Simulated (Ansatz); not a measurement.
Input for Ansatz (plane-wave DFT, PAW):

```yaml
crystal:
  lattice:
    - [3.1274219987, 0.0, 0.0]
    - [0.0, 3.4471418845, 0.0]
    - [0.0, 0.0, 26.2224717314]
  atoms:
    - { symbol: B, position: [0.0, 0.5, 0.324149458] }
    - { symbol: Hf, position: [0.5, 0.0, 0.358578286] }
    - { symbol: B, position: [0.0, 0.5, 0.3930071138] }
    - { symbol: B, position: [0.5, 0.5, 0.4274359417] }
    - { symbol: Hf, position: [0.0, 0.0, 0.4625021408] }
    - { symbol: B, position: [0.5, 0.5, 0.4968498858] }
    - { symbol: B, position: [0.0, 0.5, 0.5307686121] }
    - { symbol: Hf, position: [0.5, 0.0, 0.57014061] }
    - { symbol: B, position: [0.0, 0.5, 0.5958914489] }
    - { symbol: F, position: [0.0, 0.8333333333, 0.6317385654] }
basis:
  ecutwfc: 420
kpoints:
  mp_grid: { grid: [9, 8, 1] }
hamiltonian:
  xc: pbesol
scf:
  occupations: { method: gaussian, width: 0.1 }
output:
  forces: true
  eigenvalues: true
relax:
  adjacent_minimum: "off"
  f_tol: 0.02
  max_steps: 25
  constraints: [{ sites: [0, 1, 2, 3, 4, 5, 6, 7, 8] }, { site: 9, fix: xy }]
efield:
  axis: 3
  dipole_correction: true
```

It can be run as
```bash
ansatz run input.yaml --threads 1 --pin off --backend cpu --events-out ev --progress --plain --runs-dir out  # memory cap (--max-ram) not shown
```

The calculation used Ansatz, DFT PBEsol, scalar-relativistic, plane waves, PAW.

Abridged output:

```
Pseudopotentials: kind: paw
Pseudopotential: B, paw, valence charge 3, recommended cutoff 420 eV (normal)
Pseudopotential: Hf, paw, valence charge 26, recommended cutoff 420 eV (normal)
Pseudopotential: F, paw, valence charge 7, recommended cutoff 420 eV (normal)
Functional definition: PBEsol
Crystal: 10 atoms, lattice volume = 282.696 Å³
Basis set: ecut = 420 eV, 5543 PW (Γ), exchange–correlation on 48×48×360 points (8 copies of the dense FFT grid, shifted against one another)
Bands: 62, of which v1, the nominal top of the filled ones, is band 52 counted from 1 (51 counted from 0)
Symmetry: 2 space group operations
Space group: Pm (ITA 6), of the structure as read, at distance tolerance 6.6e-5 Å
k-points: 25 of 72 (time reversal used)
Initial density: superposition of atomic densities (neutral atoms: chi_scale 0, normalization atom), corrected by the library's trained network
Initial wavefunctions: pseudopotential atomic-orbital guess
Functional: x = pbesol(κ = 0.804, μ = 0.12345679), c = pbesol(β = 0.046)
SCF iter   1: F=—  HF=-48514.421061 eV  |F-HF|=—  |Δ(HF+E_count)|=         —  Δρ=7.13e-3  dr2=9.56e-1  ethr=1.77e-3  p=0.107 e·Å  D=6.82e-2 V/Å  ΔV_dip=-1.79 eV  dr2_dipole=3.26e-1  V_vac-E_F(+/−)=4.13/5.92 eV  ⟨swp⟩=7.9  Hψ=7085  notcnv=0  defer=4
efield: sawtooth ramp at fractional position 0.9279 (placed from the atoms, in the widest stretch of the axis that holds none; the zero of the levels goes with the place), width 0.1000; the density the first Hamiltonian is built on has a dipole p = 0.107 e·Å; the dipole correction subtracts the counter field D = 6.82e-2 V/Å, which shifts the + side's vacuum level by -1.79 eV against the − side's; the planar-averaged density in the ramp window peaks in size at 3.3e-5 e/Å³
SCF iter   2: F=—  HF=-48514.371491 eV  |F-HF|=—  |Δ(HF+E_count)|=   4.96e-2  Δρ=4.41e-3  dr2=2.75e-1  ethr=9.28e-4  p=0.060 e·Å  D=3.85e-2 V/Å  ΔV_dip=-1.01 eV  dr2_dipole=9.35e-2  V_vac-E_F(+/−)=4.29/5.30 eV  ⟨swp⟩=2.5  Hψ=2097  notcnv=0  defer=96
SCF iter   3: F=—  HF=-48514.349311 eV  |F-HF|=—  |Δ(HF+E_count)|=   2.22e-2  Δρ=8.99e-4  dr2=5.57e-3  ethr=2.67e-4  p=0.083 e·Å  D=5.34e-2 V/Å  ΔV_dip=-1.40 eV  dr2_dipole=1.20e-3  V_vac-E_F(+/−)=4.16/5.56 eV  ⟨swp⟩=2.0  Hψ=1741  notcnv=0  defer=96
SCF iter   4: F=—  HF=-48514.349542 eV  |F-HF|=—  |Δ(HF+E_count)|=   2.31e-4  Δρ=2.60e-4  dr2=3.67e-4  ethr=5.41e-6  p=0.082 e·Å  D=5.24e-2 V/Å  ΔV_dip=-1.38 eV  dr2_dipole=6.29e-5  V_vac-E_F(+/−)=4.16/5.53 eV  ⟨swp⟩=2.4  Hψ=2848  notcnv=0  defer=94
SCF iter   5: F=—  HF=-48514.349534 eV  |F-HF|=—  |Δ(HF+E_count)|=   7.72e-6  Δρ=1.05e-4  dr2=6.13e-5  ethr=3.56e-7  p=0.082 e·Å  D=5.23e-2 V/Å  ΔV_dip=-1.37 eV  dr2_dipole=1.39e-5  V_vac-E_F(+/−)=4.16/5.53 eV  ⟨swp⟩=2.2  Hψ=2772  notcnv=0  defer=94
SCF iter   6: F=-48514.349530 eV  HF=-48514.349530 eV  |F-HF|=4.23e-7  |Δ(HF+E_count)|=   3.84e-6  Δρ=2.91e-5  dr2=3.53e-6  ethr=9.71e-9  p=0.082 e·Å  D=5.24e-2 V/Å  ΔV_dip=-1.37 eV  dr2_dipole=6.45e-7  V_vac-E_F(+/−)=4.16/5.53 eV  ⟨swp⟩=14.3  Hψ=10200  notcnv=0
SCF 1 converged in 6 iterations: F = -48514.349530 eV  dr2 = 3.53e-6
relax step   1: F+E_penalty+E_count = -48514.34953006 eV  Δ(F+E_penalty+E_count) = +0.000e0 eV  max|allowed force component| = 8.449e-1 eV/Å  Δτ_max = 0.0000 Å  (6 SCF iters, dr2 threshold 1.00e-5 eV, accepted)
Initial density: handed on by an earlier stage of this run
Initial wavefunctions: those handed on with the density
SCF iter   1: F=—  HF=-48514.371258 eV  |F-HF|=—  |Δ(HF+E_count)|=         —  Δρ=1.67e-3  dr2=3.03e-2  ethr=2.95e-5  p=0.082 e·Å  D=5.24e-2 V/Å  ΔV_dip=-1.37 eV  dr2_dipole=1.35e-2  V_vac-E_F(+/−)=4.18/5.55 eV  ⟨swp⟩=2.0  Hψ=4122  notcnv=0  defer=88
efield: sawtooth ramp at fractional position 0.9279 (handed on by an earlier solve), width 0.1000; the density the first Hamiltonian is built on has a dipole p = 0.082 e·Å; the dipole correction subtracts the counter field D = 5.24e-2 V/Å, which shifts the + side's vacuum level by -1.37 eV against the − side's; the planar-averaged density in the ramp window peaks in size at 6.7e-7 e/Å³
SCF iter   2: F=—  HF=-48514.369426 eV  |F-HF|=—  |Δ(HF+E_count)|=   1.83e-3  Δρ=6.84e-4  dr2=1.29e-3  ethr=2.95e-5  p=0.072 e·Å  D=4.61e-2 V/Å  ΔV_dip=-1.21 eV  dr2_dipole=2.08e-4  V_vac-E_F(+/−)=4.33/5.54 eV  ⟨swp⟩=2.0  Hψ=2294  notcnv=0  defer=88
SCF iter   3: F=—  HF=-48514.369404 eV  |F-HF|=—  |Δ(HF+E_count)|=   2.16e-5  Δρ=2.44e-4  dr2=2.13e-4  ethr=1.26e-6  p=0.074 e·Å  D=4.74e-2 V/Å  ΔV_dip=-1.24 eV  dr2_dipole=4.79e-5  V_vac-E_F(+/−)=4.29/5.53 eV  ⟨swp⟩=3.0  Hψ=2776  notcnv=0  defer=88
SCF iter   4: F=-48514.369469 eV  HF=-48514.369447 eV  |F-HF|=2.12e-5  |Δ(HF+E_count)|=   4.32e-5  Δρ=7.43e-5  dr2=1.16e-5  ethr=4.33e-8  p=0.073 e·Å  D=4.66e-2 V/Å  ΔV_dip=-1.22 eV  dr2_dipole=6.92e-7  V_vac-E_F(+/−)=4.31/5.53 eV  ⟨swp⟩=12.8  Hψ=9678  notcnv=0
SCF 2 converged in 4 iterations: F = -48514.369469 eV  dr2 = 1.16e-5
relax step   2: F+E_penalty+E_count = -48514.36946860 eV  Δ(F+E_penalty+E_count) = -1.994e-2 eV  max|allowed force component| = 4.155e-1 eV/Å  Δτ_max = 0.0318 Å  (4 SCF iters, dr2 threshold 4.46e-5 eV, accepted)
SCF iter   1: F=—  HF=-48514.378413 eV  |F-HF|=—  |Δ(HF+E_count)|=         —  Δρ=1.74e-3  dr2=4.36e-2  ethr=3.03e-4  p=0.073 e·Å  D=4.66e-2 V/Å  ΔV_dip=-1.22 eV  dr2_dipole=1.97e-2  V_vac-E_F(+/−)=4.33/5.56 eV  ⟨swp⟩=2.2  Hψ=2876  notcnv=0  defer=79
efield: sawtooth ramp at fractional position 0.9279 (handed on by an earlier solve), width 0.1000; the density the first Hamiltonian is built on has a dipole p = 0.073 e·Å; the dipole correction subtracts the counter field D = 4.66e-2 V/Å, which shifts the + side's vacuum level by -1.22 eV against the − side's; the planar-averaged density in the ramp window peaks in size at 1.2e-6 e/Å³
SCF iter   2: F=—  HF=-48514.376060 eV  |F-HF|=—  |Δ(HF+E_count)|=   2.35e-3  Δρ=7.76e-4  dr2=1.95e-3  ethr=4.23e-5  p=0.062 e·Å  D=3.99e-2 V/Å  ΔV_dip=-1.05 eV  dr2_dipole=3.94e-4  V_vac-E_F(+/−)=4.49/5.54 eV  ⟨swp⟩=2.0  Hψ=2052  notcnv=0  defer=80
SCF iter   3: F=—  HF=-48514.376123 eV  |F-HF|=—  |Δ(HF+E_count)|=   6.30e-5  Δρ=2.81e-4  dr2=2.91e-4  ethr=1.89e-6  p=0.064 e·Å  D=4.12e-2 V/Å  ΔV_dip=-1.08 eV  dr2_dipole=6.36e-5  V_vac-E_F(+/−)=4.45/5.53 eV  ⟨swp⟩=3.0  Hψ=2671  notcnv=0  defer=80
SCF iter   4: F=—  HF=-48514.376197 eV  |F-HF|=—  |Δ(HF+E_count)|=   7.42e-5  Δρ=1.04e-4  dr2=2.78e-5  ethr=2.82e-7  p=0.063 e·Å  D=4.02e-2 V/Å  ΔV_dip=-1.05 eV  dr2_dipole=2.65e-6  V_vac-E_F(+/−)=4.48/5.53 eV  ⟨swp⟩=2.7  Hψ=2638  notcnv=0  defer=80
SCF iter   5: F=-48514.376236 eV  HF=-48514.376234 eV  |F-HF|=1.22e-6  |Δ(HF+E_count)|=   3.72e-5  Δρ=5.05e-5  dr2=1.03e-5  ethr=1.05e-8  p=0.063 e·Å  D=4.01e-2 V/Å  ΔV_dip=-1.05 eV  dr2_dipole=5.86e-7  V_vac-E_F(+/−)=4.48/5.53 eV  ⟨swp⟩=14.5  Hψ=9378  notcnv=0
SCF 3 converged in 5 iterations: F = -48514.376236 eV  dr2 = 1.03e-5
relax step   3: F+E_penalty+E_count = -48514.37623558 eV  Δ(F+E_penalty+E_count) = -6.767e-3 eV  max|allowed force component| = 1.102e-2 eV/Å  Δτ_max = 0.0323 Å  (5 SCF iters, dr2 threshold 1.08e-5 eV, accepted)
SCF iter   1: F=—  HF=-48514.376238 eV  |F-HF|=—  |Δ(HF+E_count)|=         —  Δρ=5.04e-5  dr2=1.02e-5  ethr=9.94e-9  p=0.063 e·Å  D=4.01e-2 V/Å  ΔV_dip=-1.05 eV  dr2_dipole=5.85e-7  V_vac-E_F(+/−)=4.48/5.53 eV  ⟨swp⟩=1.0  Hψ=3800  notcnv=0
efield: sawtooth ramp at fractional position 0.9279 (handed on by an earlier solve), width 0.1000; the density the first Hamiltonian is built on has a dipole p = 0.063 e·Å; the dipole correction subtracts the counter field D = 4.01e-2 V/Å, which shifts the + side's vacuum level by -1.05 eV against the − side's; the planar-averaged density in the ramp window peaks in size at 1.2e-6 e/Å³
SCF iter   2: F=—  HF=-48514.376250 eV  |F-HF|=—  |Δ(HF+E_count)|=   1.16e-5  Δρ=5.00e-5  dr2=7.43e-6  ethr=9.94e-9  p=0.063 e·Å  D=4.01e-2 V/Å  ΔV_dip=-1.05 eV  dr2_dipole=2.46e-7  V_vac-E_F(+/−)=4.48/5.53 eV  ⟨swp⟩=2.1  Hψ=2751  notcnv=0
SCF iter   3: F=—  HF=-48514.376245 eV  |F-HF|=—  |Δ(HF+E_count)|=   5.32e-6  Δρ=1.62e-5  dr2=1.01e-6  ethr=7.21e-9  p=0.063 e·Å  D=4.01e-2 V/Å  ΔV_dip=-1.05 eV  dr2_dipole=5.69e-8  V_vac-E_F(+/−)=4.48/5.53 eV  ⟨swp⟩=2.1  Hψ=2750  notcnv=0
SCF iter   4: F=—  HF=-48514.376247 eV  |F-HF|=—  |Δ(HF+E_count)|=   2.24e-6  Δρ=6.34e-6  dr2=1.47e-7  ethr=9.78e-10  p=0.063 e·Å  D=4.00e-2 V/Å  ΔV_dip=-1.05 eV  dr2_dipole=1.74e-9  V_vac-E_F(+/−)=4.48/5.53 eV  ⟨swp⟩=2.4  Hψ=2745  notcnv=0
SCF iter   5: F=-48514.376247 eV  HF=-48514.376247 eV  |F-HF|=3.19e-8  |Δ(HF+E_count)|=   1.62e-7  Δρ=1.19e-6  dr2=6.38e-9  ethr=9.71e-11  p=0.063 e·Å  D=4.00e-2 V/Å  ΔV_dip=-1.05 eV  dr2_dipole=4.84e-10  V_vac-E_F(+/−)=4.48/5.53 eV  ⟨swp⟩=10.0  Hψ=7696  notcnv=0
SCF 4 converged in 5 iterations: F = -48514.376247 eV  dr2 = 6.38e-9
relax step   4: F+E_penalty+E_count = -48514.37624712 eV  Δ(F+E_penalty+E_count) = -1.153e-5 eV  max|allowed force component| = 1.042e-2 eV/Å  Δτ_max = 0.0000 Å  (5 SCF iters, accepted)
SCF converged after 5 iterations
Free energy (F): -48514.376247 eV
Harris-Foulkes:  -48514.376247 eV  (|F-HF|=3.19e-8)
Internal energy: -48514.358705 eV  (E = F + TS)
E sigma→0 (E₀):  -48514.367476 eV
Entropy (-TS):   -0.017542 eV (-1.754 meV/atom)
Fermi energy:    3.343866 eV
Dipole field:    D = 0.040059 V/Å  (p = 0.062584 e·Å, saw-weighted, corrected)
Work function:   Φ+ = 4.4821 eV   Φ− = 5.5325 eV
Levels:          The Fermi level and band energies are counted from a zero that moves with the ramp; work functions are not
--- Per-component energies (eV) ---
  E_band       = -1305.412244
  E_kinetic    = 1771.213140
  E_local      = -190817.667478  (includes V_loc(G=0)·N_el)
  E_nonlocal   = -3572.965621
  E_hartree    = 94133.497183
  E_xc         = -1165.191127
  E_vxc        = -1130.401023  (∫ρ·V_xc dr)
  E_paw        = -21068.057532  (= ΣΔE_a)
  E_vpaw       = 4177.094300  (= ΣTr[D̂ρ^β])
  E_aug_tail   = 0.001992  (compensation charges beyond the density's cutoff)
  E_efield     = 0.001254  (sawtooth field / dipole correction)
  E_vefield    = 0.331197  (∫n·V_field dr)
  E_ewald      = 72200.925501
  E_core_change = 3.883983  (= ΣΔE_core)
  E_smearing   = -0.017542  (= −TS)
--- Forces (eV/Å), atoms counted from 1 ---
  atom   1  B      0.00000000    -0.04617832     1.53145682
  atom   2  Hf     0.00000000     0.10903902    -1.71306901
  atom   3  B      0.00000000    -0.00733750    -0.07351404
  atom   4  B      0.00000000    -0.00927861     0.29766063
  atom   5  Hf     0.00000000    -0.06232009     0.14146582
  atom   6  B      0.00000000     0.21597573     0.08955119
  atom   7  B      0.00000000     0.36125846     0.15900931
  atom   8  Hf     0.00000000     0.56203114    -1.01730902
  atom   9  B      0.00000000     0.26096250     0.57425138
  atom  10  F      0.00000000    -1.38416679     0.01042254
--- Band table (eV; the first three rows and the last of 25) ---
  k-point 0: bands = ["-58.6079", "-58.1476", "-58.0619", "-27.6330", "-27.2012", "-27.1739", "-27.0908", "-26.9725", "-26.7548", "-26.7181", "-26.6570", "-26.5030", "-23.2259", "-9.7603", "-8.6447", "-8.6064", "-8.5975", "-8.5610", "-8.5539", "-8.5310", "-8.5168", "-8.4907", "-8.1340", "-8.1260", "-8.1193", "-8.1182", "-8.1088", "-8.1033", "-8.0694", "-8.0560", "-8.0457", "-8.0314", "-8.0284", "-8.0244", "-8.0182", "-7.9979", "-6.9374", "-5.6628", "-4.3770", "-4.2034", "-3.3894", "-1.2846", "-0.3015", "0.2740", "0.4592", "0.5399", "0.7528", "0.8725", "1.3997", "1.5405", "1.9298", "3.9061", "5.1609", "5.3905", "5.5209", "6.3657", "6.4441", "6.6273", "6.8760", "7.2294", "7.4617", "7.5214"]
  k-point 1: bands = ["-58.6068", "-58.1465", "-58.0608", "-27.6325", "-27.2331", "-27.1699", "-27.0887", "-27.0144", "-26.7935", "-26.7144", "-26.6529", "-26.4993", "-23.2192", "-9.5356", "-8.6440", "-8.6069", "-8.5822", "-8.5597", "-8.5549", "-8.5330", "-8.5150", "-8.3697", "-8.1373", "-8.1239", "-8.1222", "-8.1100", "-8.1055", "-8.0979", "-8.0688", "-8.0548", "-8.0455", "-8.0297", "-8.0261", "-8.0197", "-8.0161", "-7.9962", "-6.7893", "-5.6852", "-4.5024", "-4.1947", "-3.4493", "-1.3077", "-0.6402", "-0.3819", "0.0647", "0.5435", "0.9229", "1.0808", "1.5730", "1.8482", "2.3277", "3.8399", "4.4919", "4.7360", "5.3009", "5.8153", "6.1485", "6.3142", "7.3332", "7.4773", "7.6580", "7.7057"]
  k-point 2: bands = ["-58.6042", "-58.1436", "-58.0581", "-27.6357", "-27.3080", "-27.1602", "-27.1200", "-27.0735", "-26.8855", "-26.7055", "-26.6428", "-26.4905", "-23.2031", "-8.9353", "-8.6439", "-8.6081", "-8.5799", "-8.5578", "-8.5429", "-8.5390", "-8.5092", "-8.1851", "-8.1443", "-8.1316", "-8.1130", "-8.1108", "-8.1096", "-8.0669", "-8.0649", "-8.0612", "-8.0396", "-8.0348", "-8.0238", "-8.0211", "-7.9909", "-7.8185", "-6.6246", "-5.5224", "-4.7296", "-4.1753", "-3.5315", "-2.2107", "-1.0070", "-0.8017", "-0.4114", "0.5165", "0.5450", "1.2525", "1.6563", "2.2515", "3.1326", "3.6018", "4.1274", "4.1953", "4.9697", "5.5310", "5.9302", "6.1003", "6.7660", "7.4668", "7.8032", "8.1596"]
  k-point 24: bands = ["-58.5745", "-58.1130", "-58.0315", "-27.7685", "-27.4958", "-27.3075", "-27.1628", "-27.1416", "-27.0724", "-26.9329", "-26.8023", "-26.7430", "-23.1343", "-8.6287", "-8.5960", "-8.5928", "-8.5541", "-8.5379", "-8.5326", "-8.5067", "-8.1563", "-8.1442", "-8.1218", "-8.1146", "-8.1067", "-8.0979", "-8.0651", "-8.0570", "-8.0544", "-8.0460", "-8.0394", "-8.0167", "-8.0027", "-8.0008", "-7.4165", "-6.7443", "-6.1300", "-5.4970", "-4.9538", "-4.7693", "-3.9205", "-2.6306", "-2.5811", "-1.5738", "-1.2006", "-0.5625", "0.2145", "0.5892", "1.3941", "1.4170", "1.7389", "3.3541", "3.7389", "7.1222", "7.3683", "7.8034", "7.9362", "8.1283", "8.2446", "8.5257", "9.0425", "9.4191" ...
--- Relaxed structure (4 steps of the walk, 4 accepted, 0 SCFs on fresh bases) ---
  F+E_penalty+E_count = -48514.37624712 eV   max|allowed force component| = 1.042e-2 eV/Å
  atoms:
    - { symbol: B, position: [0.0, 0.50000000, 0.324149458] }
    - { symbol: Hf, position: [0.5, 0.0, 0.358578286] }
    - { symbol: B, position: [0.0, 0.50000000, 0.3930071138] }
    - { symbol: B, position: [0.5, 0.50000000, 0.4274359417] }
    - { symbol: Hf, position: [0.0, 0.0, 0.4625021408] }
    - { symbol: B, position: [0.5, 0.50000000, 0.4968498858] }
    - { symbol: B, position: [0.0, 0.50000000, 0.5307686121] }
    - { symbol: Hf, position: [0.5, 0.0, 0.57014061] }
    - { symbol: B, position: [0.0, 0.50000000, 0.5958914489] }
    - { symbol: F, position: [0.0, 0.83333333, 0.63418215] }
```

The relaxation met its thresholds.

Spin–orbit coupling is left out, which can shift energies with elements as heavy as these. Spin polarisation was left out, and a magnetic state may lie lower.